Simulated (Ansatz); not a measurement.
GaN:
```
CELL_PARAMETERS angstrom
      0.00000     2.24912     2.24912
      2.24912     0.00000     2.24912
      2.24912     2.24912     0.00000
ATOMIC_POSITIONS crystal
  Ga 0.00000 0.00000 0.00000
  N  0.25000 0.25000 0.25000
```

The program Ansatz at the PBEsol level (PAW) gives a gap of 1.70 eV without spin–orbit coupling, maximum at Γ, minimum at Γ.

Problem. What happens when spin–orbit coupling is switched on?

Solution. The gap hardly moves, to 1.70 eV; maximum at Γ, minimum at Γ.

Problem. How large is the spin–orbit splitting of the valence top at Γ?

Solution. The fourfold level lies 0.01 eV above the split-off pair.

Problem. Give the electron effective mass with spin–orbit coupling.

Solution. 0.15 mₑ (isotropic).

Space group F-43m (zinc blende). The PBEsol relaxation kept the symmetry of its start.

Potentials: the later of the program's two PAW sets.
